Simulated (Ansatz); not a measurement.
A geometry of BeAu away from equilibrium: step 2 of the relaxation of a relaxed BeAu cell shaken by Gaussian noise of σ = 0.08 Å a coordinate. The numbers are results of PBEsol (plane waves to 420 eV, PAW, scalar-relativistic; Ansatz, an electronic-structure program), not measurements. Γ-centred k-mesh 7×8×7 on the run's cell (coarser than for final values), Fermi–Dirac smearing 0.05 eV.

```yaml
crystal:
  lattice:
    - [5.00884, -0.03845, -0.03349]
    - [-0.03141, 4.09165, -0.00765]
    - [-0.03344, -0.00935, 4.95945]
  atoms:
    - { symbol: Be, position: [0.54658, 0.24560, 0.64938] }
    - { symbol: Be, position: [0.05990, 0.24675, 0.87577] }
    - { symbol: Be, position: [0.42645, 0.74524, 0.35652] }
    - { symbol: Be, position: [0.93892, 0.75989, 0.14940] }
    - { symbol: Au, position: [0.67743, 0.25000, 0.11076] }
    - { symbol: Au, position: [0.16932, 0.27626, 0.39697] }
    - { symbol: Au, position: [0.32623, 0.74770, 0.87676] }
    - { symbol: Au, position: [0.83314, 0.77222, 0.60198] }
```

Task: Give the Cartesian forces on all atoms (eV/Å).

Result: 
```csv
atom,Fx,Fy,Fz
Be1,0.46,0.12,-0.05
Be2,0.33,0.03,-0.17
Be3,0.23,0.43,0.01
Be4,0.10,-0.08,-0.44
Au5,-0.77,0.04,0.28
Au6,-0.22,-0.36,-0.35
Au7,0.31,-0.07,0.21
Au8,-0.45,-0.12,0.51
```

Task: What is the pressure?

Result: +1.8 GPa, compression positive.

Task: How much energy per atom can still be gained by relaxing?

Result: 0.02 eV/atom; the path ends in Pnma (No. 62).

No spin polarisation in the result.

The end of the path is a generated cell of BeAu: the first start was made by placing the elements on the sites of a structure type, and the end was not matched to a known phase here, so it may be hypothetical.
